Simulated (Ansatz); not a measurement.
## Rh (fcc): a workflow

**The experiment.** The Crystallography Open Database holds a cell as deposited of cubic Rh (space group Fm-3m), temperature not stated (1963): a = 3.803 Å, 13.75 Å³/atom.

The computed numbers are results of HSE06, scalar-relativistic (no spin polarisation) in the plane-wave PAW code Ansatz at 420 eV, Γ-centred 10×10×10 mesh, 0.05 eV Gaussian smearing. The datasets are Ansatz's generated set soft_2.

The start, 0 % under the database's volume:

```xyz
1
Lattice="0.0000 1.9000 1.9000 1.9000 0.0000 1.9000 1.9000 1.9000 0.0000" Properties=species:S:1:pos:R:3 pbc="T T T"
Rh    0.0000    0.0000    0.0000
```

The runs in order:

```csv
run,level,k-mesh,kind,V (Å³/atom),P (GPa),E − E(final) (meV/atom),gap on the mesh (eV)
1,PBE,8×8×8,fixed cell,13.72,7.2,–,metal
2,PBE,8×8×8,fixed cell,14.37,-4.9,–,metal
3,PBE,8×8×8,fixed cell,14.09,0.0,–,metal
4,HSE06,10×10×10,fixed cell,14.09,-11.7,23.2,metal
5,HSE06,10×10×10,fixed cell,12.99,11.9,17.3,metal
6,HSE06,10×10×10,fixed cell,13.48,-0.2,0.0,metal
```

The volume is at zero pressure for this level.

The final structure (symmetry read at 0.01 Å). Symmetry: Fm-3m, No. 225, cubic system. The conventional cell has a = 3.778 Å, b = 3.778 Å, c = 3.778 Å, α = 90.00°, β = 90.00°, γ = 90.00°. Rh (site symmetry m-3m) is surrounded by 12 Rh at 2.67 Å. (Shells end 15 % past the nearest neighbour.)

| atom | site | symmetry | x | y | z |
| --- | --- | --- | --- | --- | --- |
| Rh | 4a | m-3m | 0.0000 | 0.0000 | 0.0000 |

At the final geometry the gap, band path included, is zero (metallic). The runs in the table took roughly 2 core-minutes.

**Reading the result.**

With 17 valence electrons in the calculation's cell and no magnetic order, the bands, two electrons each, can't all be full or empty: band theory demands a metal. (Only strong correlation, outside this picture, could make a Mott insulator of it.)

**Against experiment.** HSE06 gives 3.778 Å and 13.48 Å³/atom, −2.0 % in volume (−0.7 % in length) from the database's cell. The static lattice lacks zero-point motion and thermal expansion; that covers some of the miss, perhaps all.

Pressures of hybrids are less tightly converged. For a metal under a hybrid functional this mesh is coarse. Hybrids overstate magnetism in such metals, and spin polarisation wasn't allowed here.
